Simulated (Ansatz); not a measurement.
**Property card for TePdSe**

TePdSe:
Space group P3m1 (No. 156); a = b = 3.910 Å, c = 4.998 Å, α = β = 90.00°, γ = 120.00°

| atom | site | symmetry | x | y | z |
|---|---|---|---|---|---|
| Te | 1a | 3m. | 0.0000 | 0.0000 | 0.7275 |
| Pd | 1b | 3m. | 0.3333 | 0.6667 | 0.0093 |
| Se | 1c | 3m. | 0.6667 | 0.3333 | 0.2632 |

Space group P3m1 (No. 156); conventional cell a = b = 3.910 Å, c = 4.998 Å, α = β = 90.00°, γ = 120.00°.

Method: plane-wave PAW r²SCAN+D4 (Ansatz code). Structure relaxed to zero pressure with the same functional. Other levels are named where they apply.

**Cell and energy**

```
Item                                                          Result
-----------------------------------------------------  -------------
Volume per atom                                             22.06 Å³
Density                                                   7.85 g/cm³
Formation energy from the elements (no fitted shifts)  -0.34 eV/atom
```

**Electronic structure**

```
Property                                                                    Result
------------------------------------  --------------------------------------------
Electronic character                                             metallic (no gap)
Density of states at the Fermi level  0.41 states/eV per atom (mean over ±0.08 eV)
Gap with spin–orbit coupling                                       none (metallic)
```

**Mechanics**

```
Property                               Value
----------------------------------  --------
Bulk modulus (Birch–Murnaghan fit)  56.2 GPa
Pressure derivative B′                   9.9
```

**Phonons**

```
Item                                           Result
-----------------------------  ----------------------
Highest zone-centre frequency                198 cm⁻¹
Zone-centre stability          no imaginary mode at Γ
```

**Charges**

```
Quantity                               Result
-------------  ------------------------------
Bader charges  Te +0.30, Pd +0.02, Se -0.32 e
```

The first step of the workflow began from a Materials Project structure, measured or hypothetical; the Crystallography Open Database copy checked does not list it. With Te and Se taken as one species the cell has the higher symmetry P-3m1, so it may be an ordered model of a mixed-site phase. Its standing as an ambient phase is unchecked. The r²SCAN+D4 relaxation kept the symmetry of its start. No spin polarisation was allowed. As this level gives no gap, phonon frequencies hold no LO–TO term and depend on the k-mesh and smearing (Fermi–Dirac, 0.1 eV here). The references are the lowest solids computed at this level, not always the standard phases. Spin–orbit coupling is left out wherever it is not named.

Potentials: the later of the program's two PAW sets.
